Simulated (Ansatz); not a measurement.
Ansatz (an electronic-structure program) input:

Ansatz 0.2 input:
```yaml
crystal:
  lattice:
    - [3.9007412568, 0.0, 0.0]
    - [-1.9503706284, 3.378141022, 0.0]
    - [0.0, 0.0, 6.4422232681]
  atoms:
    - { symbol: Si, position: [0.6666666667, 0.3333333333, 0.8745556351] }
    - { symbol: Si, position: [0.3333333333, 0.6666666667, 0.3745556351] }
    - { symbol: Ge, position: [0.6666666667, 0.3333333333, 0.5004443649] }
    - { symbol: Ge, position: [0.3333333333, 0.6666666667, 0.0004443649] }
kpoints:
  mp_grid: { grid: [7, 7, 4] }
  band_path:
    path:
      - [[0.0, 0.0, 0.0], [0.5, 0.0, 0.0], [0.3333333333, 0.3333333333, 0.0], [0.0, 0.0, 0.0], [0.0, 0.0, 0.5], [0.5, 0.0, 0.5], [0.3333333333, 0.3333333333, 0.5], [0.0, 0.0, 0.5]]  # Γ-M-K-Γ-A-L-H-A
      - [[0.5, 0.0, 0.5], [0.5, 0.0, 0.0]]  # L-M
      - [[0.3333333333, 0.3333333333, 0.5], [0.3333333333, 0.3333333333, 0.0]]  # H-K
      - [VBM, CBM]
    npoints: 8
basis: { xc_grid: 2 }
hamiltonian:
  xc: pbesol
  pseudopotentials: { azcp: { folder: ./paw }, kind: paw_fr }
magnetization: { noncollinear: true, spin_orbit: true }
scf:
  n_extra_bands: 12
  convergence: { dr2_threshold: 0.0000000001 }
  occupations: { method: gaussian, width: 0.01 }
checkpoint: { write: soc.run }
output: { eigenvalues: true }
```

Output (shortened):

```
Pseudopotential: Si, paw, valence charge 4
Pseudopotential: Ge, paw, valence charge 14
Functional definition: PBEsol
non-collinear run that drives no moment, with spin-orbit …
Crystal: 4 atoms, lattice volume = 84.891 Å³
Basis set: ecut = 420 eV, 1677 PW (Γ), exchange–correlation on 54×54×90 points (8 copies of the dense FFT grid, shifted against one another)
Bands: 48, of which v1, the nominal top of the filled ones, is band 36 counted from 1 (35 counted from 0)
Symmetry: 12 space group operations + 12 with time reversal
k-points: 24 of 196 (time reversal used)
Projection manifold: j_resolved (fully-relativistic pseudo-atomic orbitals)
SCF iter   1: F=—  HF=-9750.325072 eV  |F-HF|=—  |Δ(HF+E_count)|=         —  Δρ=4.10e-2  dr2=1.18e0  dr2_m=0.00e0 (ungated)  ethr=3.10e-3  |M|=0.00e0 ∫|m|=0.00e0 μB  |m|>n=0.0e0 m-floor=0.0e0 τ_xc=0.0e0  β_m=0.30  ⟨swp⟩=6.8  Hψ=5690  notcnv=0  defer=8
preconditioner: auto → Resta (q_TF=auto, 2.365 Å⁻¹)
spin=Noncollinear: Resta preconditioning applied to the charge; magnetization (m_x, m_y, m_z) channels mix plain (no charge-response kernel on spin).
SCF iter   2: F=—  HF=-9750.216588 eV  |F-HF|=—  |Δ(HF+E_count)|=   1.08e-1  Δρ=3.09e-2  dr2=6.93e-1  dr2_m=0.00e0 (ungated)  ethr=3.10e-3  |M|=0.00e0 ∫|m|=0.00e0 μB  |m|>n=0.0e0 m-floor=0.0e0 τ_xc=0.0e0  β_m=0.65  ⟨swp⟩=1.0  Hψ=1344  notcnv=0  defer=21
SCF iter   3: F=—  HF=-9750.058911 eV  |F-HF|=—  |Δ(HF+E_count)|=   1.58e-1  Δρ=2.33e-3  dr2=6.40e-3  dr2_m=0.00e0 (ungated)  ethr=1.93e-3  |M|=0.00e0 ∫|m|=0.00e0 μB  |m|>n=0.0e0 m-floor=0.0e0 τ_xc=0.0e0  β_m=0.65  ⟨swp⟩=2.1  Hψ=1371  notcnv=0  defer=42
SCF iter   4: F=—  HF=-9750.060144 eV  |F-HF|=—  |Δ(HF+E_count)|=   1.23e-3  Δρ=1.60e-3  dr2=2.21e-3  dr2_m=0.00e0 (ungated)  ethr=1.78e-5  |M|=0.00e0 ∫|m|=0.00e0 μB  |m|>n=0.0e0 m-floor=0.0e0 τ_xc=0.0e0  β_m=0.82  ⟨swp⟩=2.1  Hψ=2008  notcnv=0  defer=150
SCF iter   5: F=—  HF=-9750.061696 eV  |F-HF|=—  |Δ(HF+E_count)|=   1.55e-3  Δρ=5.35e-4  dr2=2.18e-4  dr2_m=0.00e0 (ungated)  ethr=6.14e-6  |M|=0.00e0 ∫|m|=0.00e0 μB  |m|>n=0.0e0 m-floor=0.0e0 τ_xc=0.0e0  β_m=0.77  ⟨swp⟩=2.1  Hψ=2010  notcnv=0  defer=150
SCF iter   6: F=—  HF=-9750.061785 eV  |F-HF|=—  |Δ(HF+E_count)|=   8.89e-5  Δρ=1.34e-4  dr2=1.56e-5  dr2_m=0.00e0 (ungated)  ethr=6.07e-7  |M|=0.00e0 ∫|m|=0.00e0 μB  |m|>n=0.0e0 m-floor=0.0e0 τ_xc=0.0e0  β_m=0.89  ⟨swp⟩=2.0  Hψ=1920  notcnv=0  defer=150
SCF iter   7: F=—  HF=-9750.061804 eV  |F-HF|=—  |Δ(HF+E_count)|=   1.94e-5  Δρ=2.66e-5  dr2=6.62e-7  dr2_m=0.00e0 (ungated)  ethr=4.34e-8  |M|=0.00e0 ∫|m|=0.00e0 μB  |m|>n=0.0e0 m-floor=0.0e0 τ_xc=0.0e0  β_m=0.94  ⟨swp⟩=2.0  Hψ=1386  notcnv=0  defer=150
SCF iter   8: F=—  HF=-9750.061805 eV  |F-HF|=—  |Δ(HF+E_count)|=   3.96e-7  Δρ=5.82e-6  dr2=1.91e-8  dr2_m=0.00e0 (ungated)  ethr=1.84e-9  |M|=0.00e0 ∫|m|=0.00e0 μB  |m|>n=0.0e0 m-floor=0.0e0 τ_xc=0.0e0  β_m=0.97  ⟨swp⟩=3.0  Hψ=2084  notcnv=0  defer=150
SCF iter  10: F=-9750.061805 eV  HF=-9750.061805 eV  |F-HF|=1.09e-11  |Δ(HF+E_count)|=  3.71e-10  Δρ=1.21e-7  dr2=1.11e-11  dr2_m=0.00e0 (ungated)  ethr=1.00e-12  |M|=0.00e0 ∫|m|=0.00e0 μB  |m|>n=0.0e0 m-floor=0.0e0 τ_xc=0.0e0  ⟨swp⟩=10.5  Hψ=4455  notcnv=0
SCF 1 converged in 10 iterations: F = -9750.061805 eV  dr2 = 1.11e-11
NSCF: frozen V_eff on 28 k-points
NSCF: frozen V_eff on 28 k-points
NSCF: frozen V_eff on 28 k-points
NSCF: frozen V_eff on 26 k-points
NSCF: frozen V_eff on 9 k-points
NSCF: frozen V_eff on 22 k-points
NSCF: frozen V_eff on 22 k-points
NSCF: frozen V_eff on 13 k-points
NSCF: frozen V_eff on 22 k-points
NSCF: frozen V_eff on 6 k-points
NSCF: frozen V_eff on 84 k-points
SCF converged after 10 iterations
Magnetization: |M| = 0.0000 μB,  M = (+0.0000, +0.0000, +0.0000) μB
Absolute magnetization: 0.0000 μB (∫|m|)
  site 0: m = (+0.0000, +0.0000, +0.0000) μB, |m| = 0.0000 μB  (R = 0.99 Å)
  site 1: m = (+0.0000, +0.0000, +0.0000) μB, |m| = 0.0000 μB  (R = 0.99 Å)
  site 2: m = (+0.0000, +0.0000, +0.0000) μB, |m| = 0.0000 μB  (R = 0.99 Å)
  site 3: m = (+0.0000, +0.0000, +0.0000) μB, |m| = 0.0000 μB  (R = 0.99 Å)
Free energy (F): -9750.061805 eV
Harris-Foulkes:  -9750.061805 eV  (|F-HF|=1.09e-11)
Internal energy: -9750.061805 eV  (E = F + TS)
E sigma→0 (E₀):  -9750.061805 eV
Fermi energy:    7.861654 eV
--- Per-component energies (eV) ---
  E_band       = -306.331201
  E_kinetic    = 266.896630
  E_local      = -4855.590906  (includes V_loc(G=0)·N_el)
  E_nonlocal   = 486.032770
  E_hartree    = 2305.830387
  E_xc         = -253.843240
  E_vxc        = -225.786442  (∫ρ·V_xc dr)
  E_paw        = -4942.251551  (= ΣΔE_a)
  E_vpaw       = -589.544036  (= ΣTr[D̂ρ^β])
  E_aug_tail   = 0.000110  (compensation charges beyond the density's cutoff)
  E_ewald      = -2759.041172
  E_core_change = 1.905168  (= ΣΔE_core)
  E_smearing   =  0.000000  (= −TS)
  E_closure    =  0.000000  (closes the sum)
  Σ components = -9750.061805   (vs F -9750.061805, Δ=0.00e0)
  [band-id]    e_kinetic+e_local+e_nonlocal+2·e_hartree+e_vxc+e_vpaw+e_augmentation_tail = -306.331101   (vs E_band -306.331201, Δ=9.95e-5)
--- Band table (eV; the first three rows and the last of 24) ---
  k-point 0: bands = ["-17.2911", "-17.2911", "-17.2878", "-17.2878", "-17.2874", "-17.2874", "-17.2865", "-17.2865", "-16.7175", "-16.7175", "-16.7152", "-16.7152", "-16.7012", "-16.7012", "-16.7006", "-16.7006", "-16.7000", "-16.7000", "-16.6957", …
  k-point 1: bands = ["-17.2905", "-17.2905", "-17.2880", "-17.2880", "-17.2876", "-17.2876", "-17.2867", "-17.2867", "-16.7172", "-16.7172", "-16.7156", "-16.7156", "-16.7005", "-16.7005", "-16.7004", "-16.7004", "-16.7000", "-16.7000", "-16.6965", …
  k-point 2: bands = ["-17.2892", "-17.2892", "-17.2892", "-17.2892", "-17.2871", "-17.2871", "-17.2871", "-17.2871", "-16.7165", "-16.7165", "-16.7165", "-16.7165", "-16.7002", "-16.7002", "-16.7002", "-16.7002", "-16.6984", "-16.6984", "-16.6984", …
  k-point 23: bands = ["-17.2891", "-17.2891", "-17.2886", "-17.2886", "-17.2854", "-17.2854", "-17.2821", "-17.2821", "-16.7149", "-16.7149", "-16.7128", "-16.7128", "-16.7006", "-16.7006", "-16.6992", "-16.6992", "-16.6966", "-16.6966", "-16.6942", …
```

Cost: very roughly 80 core-seconds on shared cores.

Space group P6_3mc (wurtzite). The workflow started from a Materials Project entry (that database holds measured and hypothetical structures alike); the Crystallography Open Database copy checked does not list it. Its standing as an ambient phase is unchecked. The cell was relaxed with PBEsol under the symmetry of its start; of distortions, only those at the zone centre were tested.

Potentials: the earlier of the program's two PAW sets.

Ansatz is a plane-wave DFT program.
